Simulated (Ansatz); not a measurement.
An Ansatz (a program for electronic structure) run. Input:

Ansatz 0.2 input:
```yaml
crystal:
  lattice:
    - [0.0, 3.0388320908, 3.0388320908]
    - [3.0388320908, 0.0, 3.0388320908]
    - [3.0388320908, 3.0388320908, 0.0]
  atoms:
    - { symbol: Cu, position: [0.75, 0.75, 0.75] }
    - { symbol: I, position: [0.0, 0.0, 0.0] }
kpoints:
  mp_grid: { grid: [6, 6, 6] }
  band_path:
    path:
      - [[0.0, 0.0, 0.0], [0.5, 0.0, 0.5], [0.625, 0.25, 0.625]]  # Γ-X-U
      - [[0.375, 0.375, 0.75], [0.0, 0.0, 0.0], [0.5, 0.5, 0.5], [0.5, 0.25, 0.75], [0.5, 0.0, 0.5]]  # K-Γ-L-W-X
      - [VBM, CBM]
    npoints: 12
basis: { xc_grid: 2 }
hamiltonian:
  xc: pbe
  pseudopotentials: { azcp: { folder: ./paw }, kind: paw_fr }
magnetization: { noncollinear: true, spin_orbit: true }
scf:
  n_extra_bands: 12
  convergence: { dr2_threshold: 0.0000000001 }
  occupations: { method: gaussian, width: 0.01 }
checkpoint: { write: soc.run }
output: { eigenvalues: true }
```

Output (shortened):

```
Pseudopotential: Cu, paw, valence charge 19
Pseudopotential: I, paw, valence charge 17
Functional definition: PBE
non-collinear run that drives no moment, with spin-orbit …
Crystal: 2 atoms, lattice volume = 56.124 Å³
Basis set: ecut = 420 eV, 1067 PW (Γ), exchange–correlation on 60×60×60 points (8 copies of the dense FFT grid, shifted against one another)
Bands: 48, of which v1, the nominal top of the filled ones, is band 36 counted from 1 (35 counted from 0)
Symmetry: 24 space group operations + 24 with time reversal
k-points: 16 of 216 (time reversal used)
Projection manifold: j_resolved (fully-relativistic pseudo-atomic orbitals)
SCF iter   1: F=—  HF=-14142.933394 eV  |F-HF|=—  |Δ(HF+E_count)|=         —  Δρ=8.60e-2  dr2=3.94e0  dr2_m=0.00e0 (ungated)  ethr=3.10e-3  |M|=0.00e0 ∫|m|=0.00e0 μB  |m|>n=0.0e0 m-floor=0.0e0 τ_xc=0.0e0  β_m=0.30  ⟨swp⟩=10.1  Hψ=4205  notcnv=0  defer=12
preconditioner: auto → none
SCF iter   2: F=—  HF=-14141.959270 eV  |F-HF|=—  |Δ(HF+E_count)|=   9.74e-1  Δρ=4.18e-2  dr2=5.01e-1  dr2_m=0.00e0 (ungated)  ethr=3.10e-3  |M|=0.00e0 ∫|m|=0.00e0 μB  |m|>n=0.0e0 m-floor=0.0e0 τ_xc=0.0e0  β_m=0.27  ⟨swp⟩=3.0  Hψ=1636  notcnv=0  defer=94
SCF iter   3: F=—  HF=-14141.845679 eV  |F-HF|=—  |Δ(HF+E_count)|=   1.14e-1  Δρ=1.06e-2  dr2=8.57e-2  dr2_m=0.00e0 (ungated)  ethr=1.39e-3  |M|=0.00e0 ∫|m|=0.00e0 μB  |m|>n=0.0e0 m-floor=0.0e0 τ_xc=0.0e0  β_m=0.34  ⟨swp⟩=2.0  Hψ=1198  notcnv=0  defer=94
SCF iter   4: F=—  HF=-14141.853130 eV  |F-HF|=—  |Δ(HF+E_count)|=   7.45e-3  Δρ=9.53e-3  dr2=2.28e-2  dr2_m=0.00e0 (ungated)  ethr=2.38e-4  |M|=0.00e0 ∫|m|=0.00e0 μB  |m|>n=0.0e0 m-floor=0.0e0 τ_xc=0.0e0  β_m=0.67  ⟨swp⟩=3.0  Hψ=1211  notcnv=0  defer=94
SCF iter   5: F=—  HF=-14141.876758 eV  |F-HF|=—  |Δ(HF+E_count)|=   2.36e-2  Δρ=2.38e-3  dr2=4.54e-3  dr2_m=0.00e0 (ungated)  ethr=6.32e-5  |M|=0.00e0 ∫|m|=0.00e0 μB  |m|>n=0.0e0 m-floor=0.0e0 τ_xc=0.0e0  β_m=0.63  ⟨swp⟩=2.0  Hψ=1198  notcnv=0  defer=94
SCF iter   6: F=—  HF=-14141.877610 eV  |F-HF|=—  |Δ(HF+E_count)|=   8.52e-4  Δρ=3.54e-3  dr2=5.34e-3  dr2_m=0.00e0 (ungated)  ethr=1.26e-5  |M|=0.00e0 ∫|m|=0.00e0 μB  |m|>n=0.0e0 m-floor=0.0e0 τ_xc=0.0e0  β_m=0.78  ⟨swp⟩=2.8  Hψ=1289  notcnv=0  defer=94
SCF iter   7: F=—  HF=-14141.876558 eV  |F-HF|=—  |Δ(HF+E_count)|=   1.05e-3  Δρ=4.10e-4  dr2=7.27e-5  dr2_m=0.00e0 (ungated)  ethr=1.26e-5  |M|=0.00e0 ∫|m|=0.00e0 μB  |m|>n=0.0e0 m-floor=0.0e0 τ_xc=0.0e0  β_m=0.81  ⟨swp⟩=2.0  Hψ=932  notcnv=0  defer=94
SCF iter   8: F=—  HF=-14141.876549 eV  |F-HF|=—  |Δ(HF+E_count)|=   8.71e-6  Δρ=1.93e-5  dr2=2.18e-7  dr2_m=0.00e0 (ungated)  ethr=2.02e-7  |M|=0.00e0 ∫|m|=0.00e0 μB  |m|>n=0.0e0 m-floor=0.0e0 τ_xc=0.0e0  β_m=0.91  ⟨swp⟩=2.0  Hψ=926  notcnv=0  defer=94
SCF iter  12: F=-14141.876549 eV  HF=-14141.876549 eV  |F-HF|=2.91e-11  |Δ(HF+E_count)|=  4.95e-10  Δρ=2.90e-7  dr2=2.85e-11  dr2_m=0.00e0 (ungated)  ethr=1.00e-12  |M|=0.00e0 ∫|m|=0.00e0 μB  |m|>n=0.0e0 m-floor=0.0e0 τ_xc=0.0e0  ⟨swp⟩=11.0  Hψ=3497  notcnv=0
SCF 1 converged in 12 iterations: F = -14141.876549 eV  dr2 = 2.85e-11
NSCF: frozen V_eff on 16 k-points
NSCF: frozen V_eff on 14 k-points
NSCF: frozen V_eff on 2 k-points
NSCF: frozen V_eff on 2 k-points
NSCF: frozen V_eff on 2 k-points
NSCF: frozen V_eff on 4 k-points
NSCF: frozen V_eff on 7 k-points
NSCF: frozen V_eff on 87 k-points
SCF converged after 12 iterations
Magnetization: |M| = 0.0000 μB,  M = (+0.0000, +0.0000, +0.0000) μB
Absolute magnetization: 0.0000 μB (∫|m|)
  site 0: m = (+0.0000, +0.0000, +0.0000) μB, |m| = 0.0000 μB  (R = 1.09 Å)
  site 1: m = (+0.0000, +0.0000, +0.0000) μB, |m| = 0.0000 μB  (R = 1.09 Å)
Free energy (F): -14141.876549 eV
Harris-Foulkes:  -14141.876549 eV  (|F-HF|=2.91e-11)
Internal energy: -14141.876549 eV  (E = F + TS)
E sigma→0 (E₀):  -14141.876549 eV
Fermi energy:    8.664564 eV
--- Per-component energies (eV) ---
  E_band       = -870.663362
  E_kinetic    = 419.489209
  E_local      = -8274.654336  (includes V_loc(G=0)·N_el)
  E_nonlocal   = 1019.165440
  E_hartree    = 3624.829753
  E_xc         = -174.708318
  E_vxc        = -197.240958  (∫ρ·V_xc dr)
  E_paw        = -6611.888433  (= ΣΔE_a)
  E_vpaw       = -1087.080143  (= ΣTr[D̂ρ^β])
  E_aug_tail   = -0.001497  (compensation charges beyond the density's cutoff)
  E_ewald      = -4144.108368
  E_smearing   =  0.000000  (= −TS)
  E_closure    = 0.000000  (closes the sum)
  Σ components = -14141.876549   (vs F -14141.876549, Δ=0.00e0)
  [band-id]    e_kinetic+e_local+e_nonlocal+2·e_hartree+e_vxc+e_vpaw+e_augmentation_tail = -870.662777   (vs E_band -870.663362, Δ=5.85e-4)
--- Band table (eV; the first three rows and the last of 16) ---
  k-point 0: bands = ["-103.4153", "-103.4153", "-62.5815", "-62.5815", "-59.9956", "-59.9956", "-59.9956", "-59.9956", "-38.6615", "-38.6615", "-38.6615", "-38.6615", "-36.9513", "-36.9513", "-36.9484", "-36.9484", "-36.9484", "-36.9484", "-5.9386", …
  k-point 1: bands = ["-103.4153", "-103.4153", "-62.5816", "-62.5816", "-59.9957", "-59.9957", "-59.9957", "-59.9957", "-38.6615", "-38.6614", "-38.6614", "-38.6614", "-36.9513", "-36.9513", "-36.9484", "-36.9484", "-36.9483", "-36.9483", "-5.8156", …
  k-point 2: bands = ["-103.4153", "-103.4153", "-62.5816", "-62.5816", "-59.9957", "-59.9957", "-59.9957", "-59.9957", "-38.6614", "-38.6614", "-38.6613", "-38.6613", "-36.9511", "-36.9511", "-36.9484", "-36.9484", "-36.9482", "-36.9482", "-5.5459", …
  k-point 15: bands = ["-103.4153", "-103.4153", "-62.5816", "-62.5816", "-59.9957", "-59.9957", "-59.9957", "-59.9957", "-38.6613", "-38.6613", "-38.6613", "-38.6612", "-36.9510", "-36.9510", "-36.9483", "-36.9482", "-36.9482", "-36.9482", "-5.2115", …
```

Cost: very roughly 30 core-seconds on shared cores.

Space group F-43m (zinc blende). The PBE relaxation kept the symmetry of its start. No spin polarisation was allowed.

Potentials: the earlier of the program's two PAW sets.

Ansatz is a plane-wave DFT program.
